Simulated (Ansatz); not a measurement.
# Pressure against volume in KTaSe3

The cell was found from a structure generator's guess, not taken from experiment.

Computed with Ansatz, DFT PBE, scalar-relativistic, plane waves, PAW. The final run on the 5-atom cell used 420 eV, a Γ-centred 8×8×8 mesh, 0.10 eV smearing and no spin polarisation.

```cif
data_structure
_symmetry_space_group_name_H-M 'P 1'
_symmetry_Int_Tables_number 1
_cell_length_a 5.1145
_cell_length_b 5.1145
_cell_length_c 5.1145
_cell_angle_alpha 90.000
_cell_angle_beta 90.000
_cell_angle_gamma 90.000
_cell_volume 133.79
loop_
_atom_site_label
_atom_site_type_symbol
_atom_site_fract_x
_atom_site_fract_y
_atom_site_fract_z
_atom_site_occupancy
K1 K 0.00000 0.00000 0.00000 1
Ta1 Ta 0.50000 0.50000 0.50000 1
Se1 Se 0.00000 0.50000 0.50000 1
Se2 Se 0.50000 0.00000 0.50000 1
Se3 Se 0.50000 0.50000 0.00000 1
```

The cell was set to several volumes, with shape and atoms relaxed at each where symmetry leaves them free. Pressure is positive in compression, and energies count from the lowest row. No row has a gap on its mesh.

| row | V (Å³/atom) | P (GPa) | ΔE (meV/atom) |
| --- | --- | --- | --- |
| 1 | 23.546 | 11.17 | 100.0 |
| 2 | 24.349 | ? | ? |
| 3 | 25.152 | 4.68 | 22.3 |
| 4 | 25.955 | 2.15 | 5.3 |
| 5 | 26.757 | 0.00 | 0.0 |
| 6 | 27.560 | -1.83 | 4.7 |
| 7 | 28.363 | -3.37 | 17.8 |
| 8 | 29.433 | -5.08 | 46.2 |

Question: Find B = −V·ΔP/ΔV from rows 4 and 6 and from rows 1 and 3, and from the two its slope B′ and its value B0 at zero pressure.

Answer: Rows 4 and 6 give −(25.955 + 27.560)/2 × (-1.83 − (2.15))/(27.560 − 25.955) = 66.4 GPa at a mean pressure of 0.16 GPa. Rows 1 and 3 give −(23.546 + 25.152)/2 × (4.68 − (11.17))/(25.152 − 23.546) = 98.4 GPa at a mean pressure of 7.92 GPa. So B′ = (98.4 − 66.4)/(7.92 − (0.16)) = 4.12 and B0 = 66.4 − 4.12 × (0.16) = 65.7 GPa. A third-order Birch–Murnaghan fit to all the energies gives B0 = 65.9 GPa and B′ = 4.4.

Question: Estimate the pressure and energy of row 2.

Answer: From row 5, V0 = 26.757 × (1 + (0.00)/65.7) = 26.757 Å³/atom. Murnaghan's form P = (B0/B′)·[(V0/V)^B′ − 1] gives (65.7/4.12) × [(26.757/24.349)^4.12 − 1] = 7.57 GPa; the computed pressure is 7.66 GPa, so the estimate is off by -0.09 GPa. The work of compression from row 3, with the mean of the two pressures, gives ΔE = 22.3 + (7.57 + 4.68)/2 × (25.152 − 24.349)/160.2 × 1000 = 53.0 meV/atom (1 eV/Å³ = 160.2 GPa); the computed value is 53.0 meV/atom.

These runs have no spin–orbit coupling, which can matter for Ta. All volumes keep the k mesh of the relaxed cell. A later test with randomly moved atoms came back to the same energy, though modes that don't fit the test's cell weren't probed.
